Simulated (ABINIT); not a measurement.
ABINIT input for Nb, PBE with JTH PAW datasets:

```
pp_dirpath "./pseudo"
pseudos "Nb.GGA_PBE-JTH.xml"

acell 3*1.0 angstrom
rprim
   -1.658815000000     1.658815000000     1.658815000000
    1.658815000000    -1.658815000000     1.658815000000
    1.658815000000     1.658815000000    -1.658815000000
ntypat 1
znucl 41
natom 1
typat 1
xred
    0.000000000000     0.000000000000     0.000000000000
tolsym 1e-5
chksymtnons 0
chkprim 0

ecut 20
pawecutdg 40
pawovlp 20
ngkpt 17 17 17
nshiftk 1
shiftk 0 0 0
nband 10
occopt 3
tsmear 0.003
tolvrs 1e-10
nstep 90

nucefg 2
quadmom 0.32
nucfc 1
prtwf 0
prtden 0
prteig 0
prtebands 0
prtgsr 0
```

The cell comes from the Materials Project (a computed structure). It is Nb in Im-3m. Stability against distortions was not tested. The run has no spin polarisation.

Each row changes or adds one setting. The quadmom values are sizes without sign and don't touch the SCF cycle. The limit is 90 steps.  The run is metallic or nearly gapless at this level (smeared occupations).

```tsv
setting typed	SCF steps	k-points	converged
as in the input	10	165	yes
diemac = 1000	10	165	yes
diemac = 4	9	165	yes
diemix = 0.2	21	165	yes
diemix = 1.0	12	165	yes
iscf = 2	14	165	yes
iscf = 7	11	165	yes
nline = 1	36	165	yes
nline = 2	13	165	yes
npulayit = 12	10	165	yes
```

Fewest SCF steps among converged rows: 9 (diemac = 4); most steps: 36 (nline = 1). Steps of different solvers differ in work.
